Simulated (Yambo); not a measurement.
Yambo run on K2PtC2 (space group P-3m1, No. 164). The wavefunctions come from this Quantum ESPRESSO step (PBEsol, PseudoDojo standard norm-conserving files, fully relativistic):

```
&CONTROL
  calculation = 'nscf'
  pseudo_dir = './pseudo'
  outdir = './out'
/
&SYSTEM
  ibrav = 0
  nat = 5
  ntyp = 3
  ecutwfc = 84.0
  ecutrho = 336.0
  occupations = 'fixed'
  force_symmorphic = .true.
  nbnd = 260
  noncolin = .true.
  lspinorb = .true.
/
&ELECTRONS
  conv_thr = 5e-09
  diago_full_acc = .true.
  diago_thr_init = 1e-08
/
ATOMIC_SPECIES
C 12.0110 C.upf
K 39.0983 K.upf
Pt 195.0840 Pt.upf
CELL_PARAMETERS angstrom
  5.138340012000   0.000000000000   0.000000000000
 -2.569170006000   4.449932983000   0.000000000000
  0.000000000000   0.000000000000   5.194540000000
ATOMIC_POSITIONS crystal
C   0.000000000000   0.000000000000   0.877890000000
C   0.000000000000   0.000000000000   0.122110000000
K   0.333333333000   0.666666667000   0.778240000000
K   0.666666667000   0.333333333000   0.221760000000
Pt   0.000000000000   0.000000000000   0.500000000000
K_POINTS automatic
3 3 2 0 0 0
```

Yambo input:

```
rim_cut
gw0
dyson
el_el_corr
HF_and_locXC
ppa
em1d
RandQpts= 1000000
RandGvec= 1 Ry
EXXRLvcs= 84 Ry
VXCRLvcs= 336 Ry
Chimod= "HARTREE"
% BndsRnXp
 9 | 258 |
%
NGsBlkXp= 6 Ry
% LongDrXp
 1.0 | 1.0 | 1.0 |
%
PPAPntXp= 27.2114 eV
% GbndRnge
 1 | 258 |
%
GTermKind= "BG"
DysSolver= "n"
ExtendOut
% QPkrange
 1 | 1 | 44 | 45 |
 2 | 2 | 44 | 45 |
 4 | 4 | 42 | 46 |
 5 | 5 | 44 | 45 |
 6 | 6 | 44 | 45 |
%
```

k points by index: 1 = Γ, 2 = A, 4 = (0, 0.333, -0.5), 5 = K, 6 = H.

Table of the .qp output:

```
#    K-point    Band    Eo [eV]    E [eV]    E-Eo [eV]    Vxc [eV]    Vnlxc [eV]    Sc|Eo [eV]    Sc|E [eV]    dSc/dw|Eo [eV]    Re(Z)    Im(Z)
#
    1    44    -1.257116    -1.744492    -0.487376    -18.78151    -23.35136    3.931097    4.082472    -8.448081    0.763085    -0.001892
    1    45    3.389361    3.677247    0.287885    -9.191533    -5.226858    -3.615323    -3.676790    -5.808458    0.824091    -0.759199E-3
    2    44    0.000000    -0.316987    -0.316987    -18.38119    -21.56869    2.780037    2.870508    -7.763088    0.778032    -0.001609
    2    45    1.601442    2.370087    0.768645    -10.95950    -6.774233    -3.228369    -3.416620    -6.663334    0.803292    -0.001470
    4    42    -0.438267    -0.790699    -0.352432    -17.82284    -20.94337    2.668085    2.768101    -7.719340    0.779007    -0.001613
    4    43    -0.029953    -0.353248    -0.323296    -18.30889    -21.50956    2.785354    2.877372    -7.741719    0.778508    -0.001610
    4    44    -0.029953    -0.353248    -0.323296    -18.30889    -21.50956    2.785354    2.877372    -7.741719    0.778508    -0.001610
    4    45    0.897052    1.350956    0.453904    -9.987405    -6.493365    -2.933732    -3.040136    -6.377287    0.810133    -0.001439
    4    46    0.897052    1.350956    0.453904    -9.987405    -6.493365    -2.933732    -3.040136    -6.377287    0.810133    -0.001439
    5    44    -1.252754    -1.727059    -0.474305    -18.54271    -23.00052    3.836952    3.983506    -8.404386    0.764022    -0.001896
    5    45    2.239220    2.570418    0.331198    -9.014093    -5.333196    -3.276026    -3.349699    -6.050196    0.818099    -0.001669
    6    44    -0.066329    -0.388781    -0.322452    -18.11027    -21.28179    2.757716    2.849074    -7.706332    0.779297    -0.001610
    6    45    1.019894    1.504296    0.484402    -10.34160    -6.860010    -2.881865    -2.997187    -6.476774    0.807741    -0.001449
```
(The two width columns are left out.) Convergence of these settings isn't established.

Geometry of the Materials Project entry, not relaxed at this level.

The structure is a Materials Project entry; no match was found in the copy of COD used, and its stability was not checked.
